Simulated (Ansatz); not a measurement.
Data:

BaC₂:
Space group R-3m, hexagonal axes (No. 166); a = 5.0834 Å, b = 5.0834 Å, c = 7.3621 Å, α = 90.00°, β = 90.00°, γ = 120.00°

```csv
atom,site,symmetry,x,y,z
Ba,3a,-3m,0.0000,0.0000,0.0000
C,6c,3m,0.0000,0.0000,0.4141
```
(The calculation used a cell of 3 atoms; values per cell refer to that cell.)

This is the PBEsol-relaxed structure.

Problem. All from plane-wave PAW PBEsol (Ansatz code), unless another level is named. Predict the HSE06 gap on the PBEsol cell.

Solution. 2.49 eV.

Problem. Next, the smallest direct gap on the standard path?

Solution. 2.04 eV.

Problem. What about the weight of the conduction-edge state by species (Voronoi cells)?

Solution. C 54 %, Ba 46 %.

The workflow started from a Materials Project entry (that database holds measured and hypothetical structures alike); the Crystallography Open Database copy checked does not list it. Whether it is the stable phase at ambient conditions was not checked. The cell was relaxed with PBEsol under the symmetry of its start; phonons on a q-mesh show no instability. Its formation energy is positive at this level, so the cell may be metastable or incomplete. Spin–orbit coupling is left out wherever it is not named.

Potentials: the later of the program's two PAW sets.
